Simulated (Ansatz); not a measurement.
Ta (Im-3m): from strained cells to moduli

```
CELL_PARAMETERS angstrom
-1.62685 1.62685 1.62685
1.62685 -1.62685 1.62685
1.62685 1.62685 -1.62685
ATOMIC_POSITIONS crystal
Ta 0.00000 0.00000 0.00000
```

Conventional cell: a = 3.254 Å, b = 3.254 Å, c = 3.254 Å, α = 90.00°, β = 90.00°, γ = 90.00°. Ta (atom 1) is surrounded by 8 Ta at 2.82 Å.

Computed, not measured; unless marked otherwise by LDA, PAW on Ansatz 0.2.0's default frozen-core files (fitted under PBE), scalar-relativistic. k mesh 26×26×26, strains of ±0.008, Fermi-Dirac smearing of 0.050 eV, cutoff 420 eV. The cell was relaxed by PAW under this functional, which moved its volume by -4 % from the database entry's.

The cell is cubic and carries a residual pressure of -0.02 GPa at this level. Each strain component that symmetry leaves independent is applied at ±0.008, the ions relax wherever a strain frees them, and the stress (tension positive, GPa) is read. Shears are engineering strains, γ = 2ε.

| strain | size | σxx | σyy | σzz | σyz | σxz | σxy |
| --- | --- | --- | --- | --- | --- | --- | --- |
| xx | -0.008 | -2.4171 | -1.4103 | -1.4103 | 0.0000 | 0.0000 | 0.0000 |
| xx | +0.008 | 2.3427 | 1.3893 | 1.3893 | 0.0000 | 0.0000 | 0.0000 |
| yz | -0.008 | 0.0003 | 0.0150 | 0.0150 | -0.5369 | 0.0000 | 0.0000 |
| yz | +0.008 | 0.0003 | 0.0150 | 0.0150 | 0.5368 | 0.0000 | 0.0000 |

A central difference gives one constant, for example C11 ≈ (2.3427 − (-2.4171))/(0.016) = 297.5 GPa; the program then imposes the crystal's symmetry on the whole matrix.

Question: What are the independent elastic constants?

Answer: C11 = 297.5, C12 = 175.0, C44 = 67.1 GPa.

Question: Do they meet the Born conditions?

Answer: C11 − C12 = 122.5, C11 + 2C12 = 647.4 and C44 = 67.1 GPa must all be positive, so the crystal is elastically stable; that says nothing yet of its phonons.

Question: What moduli does a random aggregate of grains have?

Answer: B = (C11 + 2C12)/3 = 215.8 GPa. G_V = (C11 − C12 + 3C44)/5 = 64.8 and G_R = 5(C11 − C12)C44/(4C44 + 3(C11 − C12)) = 64.6, so G_H = 64.7 GPa. Then E = 9BG/(3B + G) = 176.5 GPa, ν = (3B − 2G)/(6B + 2G) = 0.364 and B/G = 3.34, on the ductile side of Pugh's 1.75 (a rule of thumb).

Question: With the density of 17.446 g/cm³, how fast does sound travel, and what Debye temperature follows?

Answer: 

```csv
direction,slow (m/s),middle (m/s),fast (m/s)
[100],1961,1961,4129
[110],1874,1961,4170
[111],1903,1903,4183
```

The mean of v⁻³ over directions and branches gives v_m = 2169 m/s and θ_D = (ħ/k_B) v_m (6π²n)^(1/3) = 250 K, n being atoms per volume. Young's modulus spans 168 to 182 GPa over directions, and the universal anisotropy index is 0.01.

Question: What happens at 20 GPa (cell relaxed there)?

Answer: The volume falls to 0.9232 of its value, and C11 = 396.0, C12 = 235.0, C44 = 87.8 GPa (slopes of the stress), in this structure whether or not another phase takes over.

Caveats: frozen-core PAW files fitted under PBE, their cores solved anew for the functional of the run; responses of metals move with mesh and smearing; no spin-orbit coupling on heavy atoms; C44 of V, Nb and Ta is known to come out low.
